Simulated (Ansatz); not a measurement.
Relaxed-ion elastic tensor of SnTePbSe in space group R3m (No. 160; Sn on 3a, Te on 3a, Pb on 3a, Se on 3a) in GPa (Voigt order), PBEsol (plane waves, PAW; program Ansatz); density 7.45 g/cm³, 29.68 Å³ per atom.

```
 87.3   23.2   37.7   21.8    0.0    0.0
 23.2   87.3   37.7  -21.8    0.0    0.0
 37.7   37.7   70.5    0.0    0.0    0.0
 21.8  -21.8    0.0   48.2    0.0    0.0
  0.0    0.0    0.0    0.0   48.2   21.8
  0.0    0.0    0.0    0.0   21.8   32.1
```

Is the crystal mechanically stable?

Yes: the smallest eigenvalue of C is 16.9 GPa.

Work out the Voigt, Reuss and Hill averages.

K_V = 49.1, K_R = 49.1, K_H = 49.1; G_V = 35.5, G_R = 23.8, G_H = 29.6 GPa.

Give Young's modulus, Poisson's ratio, Pugh's ratio and the universal anisotropy index.

E = 9KG/(3K + G) = 74.1 GPa; ν = 0.25; K/G = 1.66 (near the Pugh limit of 1.75, no verdict); A_U = 5G_V/G_R + K_V/K_R − 6 = 2.44.

Estimate the sound speeds and the Debye temperature.

v_l = √((K + 4G/3)/ρ) = 3450 m/s, v_t = √(G/ρ) = 2000 m/s, mean 2210 m/s; Θ = (h/k)(3n/4πV)^(1/3) v_m = 213 K.

How much does each axis shrink under pressure?

Linear compressibilities β_i = Σ_j S_ij (j = 1 to 3): x 6.6, y 6.6, z 7.1 per TPa.

The workflow started from a Materials Project entry (that database holds measured and hypothetical structures alike); the Crystallography Open Database copy checked does not list it. Its standing as an ambient phase is unchecked. The PBEsol relaxation kept the symmetry of its start; whether a distortion lowers the energy is not shown. Spin–orbit coupling is left out wherever it is not named.

Potentials: the later of the program's two PAW sets.
